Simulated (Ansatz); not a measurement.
**AgCl: the volume at rest**

AgCl in the rock-salt structure, starting from this typed cell of 22.07 Å³ an atom.

```yaml
# lattice in Å, fractional positions
crystal:
  lattice:
    - [0.00000, 2.80500, 2.80500]
    - [2.80500, 0.00000, 2.80500]
    - [2.80500, 2.80500, 0.00000]
  atoms:
    - { symbol: Ag, position: [0.00000, 0.00000, 0.00000] }
    - { symbol: Cl, position: [0.50000, 0.50000, 0.50000] }
```

Method (Ansatz, development build): k mesh 6×6×6; fixed occupations; no spin. Cell and atoms are relaxed to zero stress with the symmetry kept and no dispersion correction.

Caveats: coarse k mesh.

**Question.** What volume results under PBE, and how much do the potentials matter?

**Answer.** 
```csv
functional,potentials,cutoff (eV),volume (Å³/atom),change (%)
PBE,all-electron PAW datasets (no frozen core),280,22.10,0.1
PBE,Ansatz hand-made PAW,660,22.10,0.1
PBE,PseudoDojo norm-conserving,1116,22.09,0.1
PBE,Ansatz norm-conserving,960,22.08,0.1
```
